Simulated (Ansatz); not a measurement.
La:
Space group P6₃/mmc (No. 194); a = b = 3.6525 Å, c = 5.9782 Å, α = β = 90.00°, γ = 120.00°

| atom | site | symmetry | x | y | z |
|---|---|---|---|---|---|
| La | 2c | -6m2 | 0.3333 | 0.6667 | 0.2500 |

Relaxed at zero pressure with PBEsol (plane waves, PAW; program Ansatz).

Problem. The volume is raised by 9 % and shape and atoms relax at that volume. What pressure results, and how do the axes share the change?

Solution. -2.1 GPa; a 3.3 %, b 3.3 %, c 2.2 %; the energy rises by 22 meV/atom.

Problem. Give the new structure.

Solution. 
Space group P6₃/mmc (No. 194); a = 3.7717 Å, b = 3.7717 Å, c = 6.1109 Å, α = 90.00°, β = 90.00°, γ = 120.00°

```
atom  site  symmetry       x       y       z
----  ----  --------  ------  ------  ------
La      2c      -6m2  0.3333  0.6667  0.2500
```

The phase is kept; no other phase was compared at this pressure.

Space group P6_3/mmc (hcp (Mg type)). The workflow started from an entry of the Crystallography Open Database (COD). Its sites differ from those of the usual phase in this space group: another stacking or structure type. The cell was relaxed with PBEsol under the symmetry of its start; its stability against distortions is not shown here. Axis ratios of metals converge slowly with the k-mesh, so a and c are less sure than the volume. Scalar-relativistic: spin–orbit coupling is off unless named, which matters more the heavier the elements.

Potentials: the earlier of the program's two PAW sets. The files were generated under PBE; for other functionals the program regenerates the frozen cores, and for LDA and PBEsol the local potential too.
